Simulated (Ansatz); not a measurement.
HfO$_{2}$ (fluorite)

```yaml
crystal:
  lattice:
    - [0.00000, 5.04380, 5.04380]
    - [2.52190, 0.00000, 2.52190]
    - [2.52190, 2.52190, 0.00000]
  atoms:
    - { symbol: Hf, position: [0.00000, 0.00000, 0.00000] }
    - { symbol: Hf, position: [0.50000, 0.00000, 0.00000] }
    - { symbol: O, position: [0.12500, 0.25000, 0.25000] }
    - { symbol: O, position: [0.62500, 0.25000, 0.25000] }
    - { symbol: O, position: [0.37500, 0.75000, 0.75000] }
    - { symbol: O, position: [0.87500, 0.75000, 0.75000] }
```

Scan: atom 4 (O, nearest neighbour Hf at 2.184 Å; its periodic images, 3.6 Å or more away, move with it) is displaced along Cartesian [111], direction (0.577, 0.577, 0.577) in Cartesian axes, by s. The other atoms stay.

Computed with PBEsol (plane waves to 420 eV, PAW, scalar-relativistic; Ansatz, an electronic-structure program). k mesh 9×9×9 (Γ-centred), Fermi-Dirac smearing 0.05 eV. The energy includes the smearing's −TS. HfO2 is run without spin polarisation. HfO2 was relaxed with its symmetry unable to fall. Spin-orbit coupling is left out, though Hf is heavy. This is a high-temperature form of HfO2. ΔE is measured from the undisplaced structure.

```
s (Å)   ΔE (meV/cell)
------  -------------
-0.220            369
-0.176            225
-0.132            121
-0.088             51
-0.044             12
0.000               0
0.044              11
0.088              44
0.132              94
0.176             162
0.220        withheld
```

Task: Fit a polynomial form (powers 2, 3, 4) to the given rows and predict ΔE at s = 0.220.

Result: Least squares on the 10 given rows: ΔE = (6068)·s² + (-5788)·s³ + (5822)·s⁴, in meV/cell with s in Å; root-mean-square residual 0.3 meV/cell. At 0.220 the fit gives 246 meV/cell; the calculation gives 243 meV/cell, so the extrapolation is off by 3 (+1.2 %). The quadratic term alone would give 294 meV/cell.

(A displaced cell: forces are minus the slopes of the energy, force constants its curvatures, and phonons follow from these.)
